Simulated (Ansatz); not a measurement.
SnO (zinc blende, F-43m), the program Ansatz at the r²SCAN level (PAW), all energies at zero smearing, with the estimated change up to a 700 eV cutoff added, with one set of potentials and settings (totals compare only within such a set). Cell of 2 atoms (1 O, 1 Sn): -6606.138 eV.

```
element                            reference phase  E (eV/atom)
-------  -----------------------------------------  -----------
O        C2/m, 4 atoms in the cell, spin-polarised    -566.0346
Sn                      Fd-3m, 2 atoms in the cell   -6038.7047
```

Formation energy per atom, worked out: (-6606.138 − 1×(-566.0346) − 1×(-6038.7047))/2 = -0.699 eV/atom (-67 kJ per mol of atoms), at 0 K, without zero-point energy or fitted corrections.

The start of the workflow was typed in or built on a structure type; neither database checked (COD, Materials Project) lists it. It is not the phase usual at ambient conditions (space group No. 129). Symmetry was held in the r²SCAN relaxation. At this level the phase is mechanically unstable. The volume moved by 18 % from the start of the relaxation. The references are the lowest solids computed at this level, not always the standard phases (solids in place of the gases). Spin–orbit coupling is left out wherever it is not named.

Potentials: the earlier of the program's two PAW sets.
